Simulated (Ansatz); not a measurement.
**How hard is it to compress?**

Screening note. Bulk modulus and its pressure derivative give the pressure that a small compression needs; a soft, simple solid makes a sensitive pressure gauge, a stiff one a good anvil or seat.

The yardstick is MgO. Hydrostatic compression by 3 % of the volume (V₀/V = 1.0309), no change of phase.

Data:

Where the numbers come from (Ansatz, a plane-wave PAW program): B₀, B₀′: r²SCAN, Birch–Murnaghan fit of energy against volume; volume per atom: r²SCAN, relaxed cell.

Definitions used: linear estimate = B₀ × compression; P = (B₀/B₀′)[(V₀/V)^B₀′ − 1]; modulus under load = B₀ + B₀′P; relative pressure = P/P_ref.

| crystal | B₀ (GPa) | B₀′ | V (Å³/atom) | linear estimate (GPa) | Murnaghan pressure (GPa) | modulus there (GPa) | pressure (relative) |
|---|---|---|---|---|---|---|---|
| NaAg2 (Fd-3m, cF24) | 53.8 | 5.3 | 20.69 | 1.6 | 1.777 | 63.2 | 0.33 |
| LaNi2 (Fd-3m, cF24) | 109 | 4.4 | 16.28 | 3.3 | 3.549 | 125 | 0.66 |
| MgO (rock salt), reference | 167 | 4.1 | 9.29 | 5.0 | 5.413 | 189 | 1.00 |
| YIr2 (Fd-3m, cF24) | 212 | 4.6 | 17.86 | 6.4 | 6.925 | 244 | 1.28 |
| HfW2 (Fd-3m, cF24) | 232 | 3.9 | 18.19 | 7.0 | 7.496 | 261 | 1.38 |

Runs started from generated or typed cells of the structure named: MgO. Whether these are the forms stable at ambient conditions was not checked: NaAg2 (Fd-3m, cF24); LaNi2 (Fd-3m, cF24); YIr2 (Fd-3m, cF24); HfW2 (Fd-3m, cF24). Run without spin polarisation: LaNi2 (Fd-3m, cF24). Spin–orbit coupling is left out unless named.

Worked example:

Arithmetic for YIr2 (Fd-3m, cF24):

1. linear estimate: 212 × 3/100 = 6.4 GPa
2. P = (212/4.6) × (1.0309^4.6 − 1) = 6.925 GPa
3. modulus there: 212 + 4.6 × 6.925 = 244 GPa
4. relative pressure: 6.925/5.413 = 1.28

Result:

Ranking by relative pressure, highest first: HfW2 (Fd-3m, cF24) (1.38 ± 0.070), YIr2 (Fd-3m, cF24) (1.28 ± 0.064), MgO (1.00 ± 0.050), LaNi2 (Fd-3m, cF24) (0.66 ± 0.033), NaAg2 (Fd-3m, cF24) (0.33 ± 0.017). The ± follows from allowances picked for this note (B₀ 5 %, B₀′ 0.4), carried to first order and added in quadrature, each row's own inputs moving alone; ≈ joins neighbours closer than their two ± added in quadrature. At the edge of that rule, so that a last digit could turn the call: YIr2 (Fd-3m, cF24) and HfW2 (Fd-3m, cF24).

Caveats:

B₀′ is the least certain number of such a fit, often by half a unit. Where several phases of a formula are at hand, those over 0.1 eV/atom above the lowest were not drawn (by r²SCAN where it compared them, else by the largest value; a layered or molecular lowest phase counts only with a dispersion term); other phases could lie lower still. Values belong to the structures named, which need not be the stable ones; other polymorphs differ. Rows were sampled with a lean to familiar crystals, related or not, whatever their agreement with measurement; tables with many equal figures were not kept. Limits of the draw: no layered crystals, B₀′ of 2 to 8; no unfamiliar magnets, and cubic perovskites only if shown or known to be stable. As a rule kept out of such tables: 4f compounds, open-shell compounds run without a Hubbard term, cells found unstable in the tests at hand, cells close to a higher symmetry, and runs set to a pressure or over 12 % in volume from the crystal's fullest run.
